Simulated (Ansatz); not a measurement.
NbAs in space group I4_1md (No. 109; Nb on 4a, As on 4a) at seven volumes, r²SCAN in the plane-wave PAW code Ansatz, shape and atoms relaxed at each. One row is withheld.

```
V (Å³/atom)  P (GPa)
-----------  -------
16.003             ?
16.530         11.97
17.058          5.51
17.586          0.00
18.113         -4.70
18.641         -8.71
19.168        -12.12
```

Problem. Fit the shown pressures and predict the withheld one.

Solution. P = (3/2)B₀(x^(7/2) − x^(5/2))[1 + (3/4)(B′ − 4)(x − 1)] with x = (V₀/V)^(2/3). Least squares on the six rows gives V₀ = 17.586 Å³/atom, B₀ = 169 GPa, B′ = 4.30. At V = 16.003, x = 1.0649 and P = 19.54 GPa. The run itself gave 19.52 GPa.

The cell was relaxed with r²SCAN under the symmetry of its start. The run is not spin-polarised.

Potentials: the later of the program's two PAW sets.
